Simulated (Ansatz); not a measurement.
YCo$_{2}$B$_{2}$: pressure against volume

YCo$_{2}$B$_{2}$, I4/mmm, a = 3.511 Å, c = 9.282 Å. The structure is a COD entry; whether it is the stable form wasn't checked. Ansatz: PBEsol, PAW, 420 eV, Γ-centred 14×14×14 mesh on 5 atoms, Gaussian smearing 0.10 eV; no spin polarisation. Shape and atoms are relaxed at each volume; pressure is positive in compression.

```
V (Å³/atom) P (GPa)
     10.070    23.38
     10.413    16.30
     10.757        ?
     11.100     4.75
     11.443     0.00
     11.786    -4.15
     12.130    -7.76
     12.587   -11.84
```

**Question.** Take V0 = 11.443 Å³/atom, fit the third-order Birch–Murnaghan form to the other rows, and predict the missing pressure.

**Answer.** With the Eulerian strain f = ½[(V0/V)^(2/3) − 1] and y = P/[3f(1 + 2f)^(5/2)], the form is the line y = B0 + 1.5 B0 (B0′ − 4) f. Rows (f, y): 0.04447, 141.6; 0.03245, 143.1; 0.01025, 146.8; -0.00975, 149.0; -0.01906, 149.6; -0.03077, 150.3. Means f = 0.004598, y = 146.73; Σ(Δf)² = 0.004414, ΣΔfΔy = -0.5320; the slope is their ratio. y = 147.3 − 120.5 f GPa, so B0 = 147.3 GPa and B0′ = 4 + 2 × (-120.5)/(3 × 147.3) = 3.45. At V = 10.757, f = 0.02104, y = 144.76 and P = 10.13 GPa. The run gave 10.15 GPa, so the fit is 0.02 GPa too low, within the rms miss on the fitted rows (0.04 GPa).

Cost: 8 runs of about 7.4 core-minutes in all, on Intel Xeon 6975P-C (Granite Rapids) (shared hosts).